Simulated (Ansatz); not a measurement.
Values for one crystal, relaxed and computed with plane-wave PAW r²SCAN (Ansatz code); other levels are named.

| Quantity | Value |
|---|---|
| Volume per atom | 19.91 Å³ |
| Electronic character | metallic (no gap) |
| Density of states at the Fermi level | 0.85 states/eV per atom (mean over ±0.08 eV) |
| Formation energy from the elements (no fitted shifts) | -0.70 eV/atom |

**Question.** Pick the material that matches.
(A) Li3Al2, R-3m (Li on 6c, Li on 3a, Al on 6c)
(B) EuHg2, Cmmm (Eu on 2a, Hg on 4j)
(C) ScGa, Cmcm (Sc on 4c, Ga on 4c)
(D) Ga2Cu, P4/mmm (Ga on 2h, Cu on 1a)

**Answer.** C, ScGa, Cmcm (Sc on 4c, Ga on 4c)

The first step of the workflow began from a Materials Project structure, measured or hypothetical; the Crystallography Open Database files this formula in space group No. 63, but the cells were not matched. Whether it is the stable phase at ambient conditions was not checked. The r²SCAN relaxation kept the symmetry of its start; whether a distortion lowers the energy is not shown. The run is not spin-polarised. The references are the lowest solids computed at this level, not always the standard phases. Spin–orbit coupling is left out wherever it is not named.

Potentials: the later of the program's two PAW sets.
